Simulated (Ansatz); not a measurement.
Method: Ansatz, DFT PBE, scalar-relativistic, plane waves, PAW. Settings: cutoff 420 eV, Γ-centred meshes spaced at most about 0.3 Å⁻¹, and about 0.25 Å⁻¹ or finer for metals (2π included), Gaussian smearing. No spin polarisation in the final relaxations.

All energies are static (0 K, no zero-point motion). All come from trial cells, and lower structures may exist.

Question: Order these relaxed structures of LiReH₆ by energy, lowest first, with the energy over the lowest of them.
1.

```
Li Re H
1.0
     2.85293    0.00000    0.00000
     0.00000    2.85293    0.00000
     0.00000    0.00000    7.33607
Li Re H
1 1 6
Cartesian
  0.0000 0.0000 3.6680
  0.0000 0.0000 0.0000
  1.4265 1.4265 0.0000
  1.4265 1.4265 3.6680
  1.4265 0.0000 1.1839
  1.4265 0.0000 6.1522
  0.0000 1.4265 1.1839
  0.0000 1.4265 6.1522
```

2.

```
Li Re H
1.0
     3.53237    0.00000    0.00000
     0.00000    3.53237    0.00000
     0.00000    0.00000    3.53237
Li Re H
1 1 6
Direct
  0.50000 0.50000 0.50000
  0.00000 0.00000 0.00000
  0.00000 0.50000 0.78107
  0.50000 0.21893 0.00000
  0.78107 0.00000 0.50000
  0.00000 0.50000 0.21893
  0.50000 0.78107 0.00000
  0.21893 0.00000 0.50000
```

Answer: 1 (0 meV/atom), 2 (167 meV/atom). Forms: 1 P4/mmm; 2 Pm-3. Counting H atoms around Li and Re (those within 1.25 times the shortest such distance or 1.15 times the sum of covalent radii): cell 1 has Li 4, Re 12; cell 2 has Li 12, Re 12. Even the lowest lies +0.16 eV/atom against the elements.

Spin–orbit coupling, which can matter for Re, is left out. With hydrogen, zero-point motion can shift such differences by 10 meV/atom or more. Cells relaxed within their symmetry can be saddle points. Some types were kept out of the candidates beforehand, so the set may lack a known form.
